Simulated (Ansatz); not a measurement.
Sn (diamond)

```xyz
2
Lattice="0.0000 3.3279 3.3279 3.3279 0.0000 3.3279 3.3279 3.3279 0.0000" Properties=species:S:1:pos:R:3 pbc="T T T"
Sn     1.6640     1.6640     1.6640
Sn     0.0000     0.0000     0.0000
```

This relaxed cell (volume V₀) is scaled evenly in all directions, its shape held. Symmetry pins the atoms to their sites.

These are PBE (plane waves to 420 eV, PAW, scalar-relativistic; Ansatz, a program for electronic structure) values and carry that method's errors. k mesh 12×12×12 (Γ-centred), Fermi-Dirac smearing 0.05 eV. E stands for the smeared free energy. Stress and pressure are positive under compression. Sn was relaxed with its symmetry unable to fall. The PAW data are Ansatz's earlier set. The relaxed volume of Sn is well above the measured one; the method has no dispersion term. The zero of ΔE is the relaxed starting cell. The last digit holds for this mesh only.

```json
[
 {"V (Å³/atom)": "30.960", "ΔE (meV/atom)": "147.7"},
 {"V (Å³/atom)": "32.434", "ΔE (meV/atom)": "75.9"},
 {"V (Å³/atom)": "33.908", "ΔE (meV/atom)": "30.9"},
 {"V (Å³/atom)": "35.383", "ΔE (meV/atom)": "7.1"},
 {"V (Å³/atom)": "36.857", "ΔE (meV/atom)": "0.0"},
 {"V (Å³/atom)": "38.331", "ΔE (meV/atom)": "6.0"},
 {"V (Å³/atom)": "39.805", "ΔE (meV/atom)": "22.5"},
 {"V (Å³/atom)": "41.280", "ΔE (meV/atom)": "47.3"},
 {"V (Å³/atom)": "42.754", "ΔE (meV/atom)": "withheld"}
]
```

Fit a third-order Birch-Murnaghan form (E₀, V₀, B₀, B₀′ free) to the given rows and predict ΔE at V = 42.754.

Least squares on the 8 given rows: ΔE = E₀ + (9V₀B₀/16)·y²·[2 + (B₀′ − 4)y], y = (V₀/V)^(2/3) − 1, with V₀ = 36.860 Å³/atom, B₀ = 35.67 GPa (160.2 GPa = 1 eV/Å³; the term in eV is multiplied by 1000), B₀′ = 4.85, E₀ = -0.04 meV/atom; root-mean-square residual 0.02 meV/atom. At 42.754 the fit gives 78.5 meV/atom; the calculation gives 78.6 meV/atom, so the extrapolation is off by -0.1 (-0.1 %). For the pressure the fit gives -3.7 GPa against the computed -3.7 GPa.

(A scan under strain: stresses follow from slopes of the energy per volume, elastic moduli from its curvatures.)
